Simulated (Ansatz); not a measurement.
Au:
```
Au
1.0
    0.00000     2.06195     2.06195
    2.06195     0.00000     2.06195
    2.06195     2.06195     0.00000
Au
1
Direct
  0.00000   0.00000   0.00000
```

Relaxed with r²SCAN. Special points in fractions of this cell's reciprocal vectors: Γ (0.000, 0.000, 0.000); X (0.500, 0.000, 0.500); U (0.625, 0.250, 0.625); K (0.375, 0.375, 0.750); L (0.500, 0.500, 0.500); W (0.500, 0.250, 0.750).

Task: List the band energies nearest the Fermi level at these points for the program Ansatz at the r²SCAN with spin–orbit coupling level (PAW).

Result: In eV from the Fermi level; about four levels below and three above (degenerate sets whole), none deeper than 8.9 eV; … stands for higher levels left out; points with the same levels are listed once.

| k | below | above |
|---|---|---|
| Γ | -3.04 -3.04 -3.04 -3.04 | 15.23 15.23 … |
| X | -2.16 -2.16 -1.15 -1.15 | 1.08 1.08 5.85 5.85 |
| U | -3.04 -3.04 -2.00 -2.00 | 3.91 3.91 4.78 4.78 |
| L | -1.71 -1.71 -0.77 -0.77 | 3.13 3.13 … |
| W | -3.24 -3.24 -1.71 -1.71 | 4.82 4.82 5.80 5.80 |

Space group Fm-3m (fcc (Cu type)). Symmetry was held in the r²SCAN relaxation.

Potentials: the earlier of the program's two PAW sets.
